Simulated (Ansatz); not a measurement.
Nb₅Si₃B:
```cif
data_B2Nb10Si6
_chemical_formula_sum 'Nb10 Si6 B2'
_space_group_name_H-M_alt 'P63/mcm'
_space_group_IT_number 193
_space_group_name_Hall '-P 6c 2'
_cell_length_a 7.63919
_cell_length_b 7.63919
_cell_length_c 5.26137
_cell_angle_alpha 90.000
_cell_angle_beta 90.000
_cell_angle_gamma 120.000
loop_
_atom_site_label
_atom_site_type_symbol
_atom_site_symmetry_multiplicity
_atom_site_Wyckoff_symbol
_atom_site_fract_x
_atom_site_fract_y
_atom_site_fract_z
_atom_site_occupancy
Nb1 Nb 4 d 0.33333 0.66667 0.00000 1
Nb2 Nb 6 g 0.24738 0.24738 0.75000 1
Si1 Si 6 g 0.40207 0.40207 0.25000 1
B1 B 2 b 0.00000 0.00000 0.00000 1
```

Relaxed with r²SCAN.

Task: Which orbitals make up the states near the Fermi level in r²SCAN (plane waves, PAW; program Ansatz)?

Result: Within 0.5 eV of the Fermi level: Nb 4d 84 %, Si 3p 7 %. Projections are on Löwdin-orthogonalised atomic valence shells; empty p or d shells of many metals are not among them.

Task: Tabulate the density of states.

Result: States/eV per cell of 18 atoms, in 0.25 eV bins, energy from the Fermi level.

| E (eV) | total | Nb 4d | Si 3p | B 2p |
|---|---|---|---|---|
| -7.85 | 3.43 | 1.21 | 0.10 | 0.14 |
| -7.60 | 1.73 | 0.68 | 0.03 | 0.10 |
| -7.35 | 1.50 | 0.67 | 0.02 | 0.09 |
| -7.10 | 2.26 | 1.18 | 0.02 | 0.05 |
| -6.85 | 0.00 | 0.00 | 0.00 | 0.00 |
| -6.60 | 0.00 | 0.00 | 0.00 | 0.00 |
| -6.35 | 0.00 | 0.00 | 0.00 | 0.00 |
| -6.10 | 0.77 | 0.25 | 0.29 | 0.05 |
| -5.85 | 7.73 | 2.76 | 2.58 | 0.78 |
| -5.60 | 7.88 | 3.01 | 2.57 | 0.57 |
| -5.35 | 8.33 | 3.22 | 3.31 | 0.37 |
| -5.10 | 6.60 | 2.84 | 2.32 | 0.37 |
| -4.85 | 5.68 | 2.70 | 1.67 | 0.54 |
| -4.60 | 8.58 | 4.23 | 2.93 | 0.44 |
| -4.35 | 11.20 | 5.37 | 4.22 | 0.50 |
| -4.10 | 10.40 | 5.33 | 3.47 | 0.69 |
| -3.85 | 12.39 | 6.27 | 3.92 | 1.15 |
| -3.60 | 17.04 | 8.91 | 5.38 | 1.56 |
| -3.35 | 19.95 | 10.88 | 5.21 | 2.81 |
| -3.10 | 16.31 | 9.31 | 4.18 | 2.03 |
| -2.85 | 11.78 | 7.53 | 2.62 | 0.84 |
| -2.60 | 19.07 | 12.88 | 4.31 | 0.67 |
| -2.35 | 16.65 | 11.44 | 3.66 | 0.54 |
| -2.10 | 14.05 | 10.16 | 2.70 | 0.35 |
| -1.85 | 10.50 | 7.88 | 1.50 | 0.41 |
| -1.60 | 13.50 | 10.11 | 1.91 | 0.67 |
| -1.35 | 8.40 | 6.81 | 0.77 | 0.39 |
| -1.10 | 4.58 | 3.70 | 0.42 | 0.22 |
| -0.85 | 5.54 | 4.51 | 0.45 | 0.29 |
| -0.60 | 5.99 | 4.97 | 0.42 | 0.28 |
| -0.35 | 5.83 | 4.85 | 0.43 | 0.18 |
| -0.10 | 8.25 | 6.95 | 0.58 | 0.24 |
| 0.15 | 6.76 | 5.67 | 0.46 | 0.24 |
| 0.40 | 9.10 | 7.76 | 0.49 | 0.31 |
| 0.65 | 12.81 | 11.19 | 0.54 | 0.39 |
| 0.90 | 14.67 | 12.84 | 0.52 | 0.41 |
| 1.15 | 10.03 | 8.79 | 0.43 | 0.19 |
| 1.40 | 11.15 | 9.77 | 0.50 | 0.22 |
| 1.65 | 9.07 | 7.70 | 0.57 | 0.20 |
| 1.90 | 9.33 | 7.85 | 0.67 | 0.28 |
| 2.15 | 10.36 | 8.32 | 0.84 | 0.46 |
| 2.40 | 11.77 | 9.24 | 1.04 | 0.55 |
| 2.65 | 15.27 | 12.14 | 1.28 | 0.64 |
| 2.90 | 14.67 | 11.88 | 1.13 | 0.46 |
| 3.15 | 13.81 | 9.93 | 1.51 | 0.48 |
| 3.40 | 17.16 | 12.16 | 2.14 | 0.74 |
| 3.65 | 13.67 | 8.95 | 1.94 | 0.83 |
| 3.90 | 14.74 | 9.02 | 2.67 | 0.82 |
| 4.15 | 11.50 | 6.20 | 2.39 | 0.71 |
| 4.40 | 9.30 | 4.40 | 2.09 | 0.64 |
| 4.65 | 10.74 | 4.59 | 2.27 | 0.77 |

Space group P6_3/mcm. The workflow started from a Materials Project entry (that database holds measured and hypothetical structures alike); the Crystallography Open Database copy checked does not list it. Its standing as an ambient phase is unchecked. The cell was relaxed with r²SCAN under the symmetry of its start; whether a distortion lowers the energy is not shown. No spin polarisation was allowed. Scalar-relativistic: spin–orbit coupling is off unless named, which matters more the heavier the elements.

Potentials: the later of the program's two PAW sets.
